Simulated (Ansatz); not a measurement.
Consider the following.

Os:
Space group Fd-3m, origin choice 1 (No. 227); a = b = c = 5.501 Å, α = β = γ = 90.00°

| atom | site | symmetry | x | y | z |
|---|---|---|---|---|---|
| Os | 8b | -43m | 0.5000 | 0.5000 | 0.5000 |
(The calculation used a cell of 2 atoms; values per cell refer to that cell.)

This is the PBEsol-relaxed structure.

All from plane-wave PAW PBEsol (Ansatz code), unless another level is named. Estimate the Debye temperature from the elastic constants.

84.6 K.

Predict the highest zone-centre frequency.

30.3 meV.

The start of the workflow was typed in or built on a structure type; neither database checked (COD, Materials Project) lists it. It is not the phase usual at ambient conditions (space group No. 194). The cell was relaxed with PBEsol under the symmetry of its start; its stability against distortions is not shown here. No spin polarisation was allowed. As this level gives no gap, shear constants depend on the k-mesh and smearing (Fermi–Dirac, 0.1 eV here). Scalar-relativistic: spin–orbit coupling is off unless named, which matters more the heavier the elements.

Potentials: the earlier of the program's two PAW sets. The files were generated under PBE; for other functionals the program regenerates the frozen cores, and for LDA and PBEsol the local potential too.
